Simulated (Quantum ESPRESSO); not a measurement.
# One change at a time to Ru3ScTaTi3

All numbers below are calculated, not measured. They come from Quantum ESPRESSO 7.5, a public plane-wave density functional program. Each row is one single-point run on a made-up periodic cell of eight metal atoms, with elements, volume, strain and displacements drawn at random and not relaxed, so a cell may be unstable or far from any real phase. There is no spin polarisation or spin-orbit coupling.

Settings: PBE unless stated; PseudoDojo standard norm-conserving files; Fermi-Dirac width 0.25 eV, which means electrons at about 2900 K; cutoff 1143 eV; 8 x 5 x 3 k mesh shifted half a step off Gamma. E is the free energy of the whole cell (internal energy minus TS), so a -TS column is already part of it. Stress is positive in tension, and the pressure P is minus a third of its trace.

Checks: one run of this series was repeated at a higher cutoff and on a denser mesh, which moved values by no more than 0.002 eV, 0.03 GPa and 0.006 eV/Å, and a second program with other atomic files agreed on it to 2 % rms in force and 0.5 GPa in pressure. Known limits: heavy elements are run without spin-orbit coupling, which real alloys of them have; a spin test at this wide smearing found no moment, but such smearing suppresses magnetism that the real alloy may have.

The lattice is hexagonal close-packed, and the cell vectors in Å are (2.987, 0.039, -0.012); (0.068, 5.258, 0.065); (-0.038, 0.119, 9.291), a volume of 145.88 Å³ in run 1. The elements on sites 1 to 8 are Ti Ti Ta Ru Ru Sc Ti Ru. Each later run makes one change to run 1 and keeps the rest. E is counted from run 1, and is n/a where other atomic files have another zero of energy.

```
run,change,V (Å³),P (GPa),-TS (eV),rms force (eV/Å),largest change of a force component (eV/Å),E (eV)
1,none,145.88,-12.60,-2.407,0.702,0.000,0.000
2,sites 2 and 5 exchanged,145.88,-12.75,-2.391,0.679,1.031,-0.289
3,all lengths scaled by +1.70 %,153.45,-16.86,-2.555,0.660,0.145,?
4,PBEsol in place of PBE,145.88,-17.74,-2.408,0.720,0.053,n/a
5,Ag on site 3,145.88,-13.04,-2.429,0.629,1.272,n/a
6,site 5 moved by +0.06 Å along z,145.88,-12.42,-2.414,0.704,0.072,0.016
```

## Worked estimate

Along a uniform scaling dE = -P dV. The mean of the two pressures is -14.730 GPa and the volume changes by 7.57 Å³, with 160.2 GPa to one eV/Å³. The same two rows give -V dP/dV = 84 GPa for this cell with clamped atoms, which is not the bulk modulus of a real alloy.

## Withheld value

Question: what E should run 3 give?

The estimate is 0.696 eV. The calculation gave 0.700 eV. The mean of two end points misses the curvature of P, and the finite cutoff adds a little.
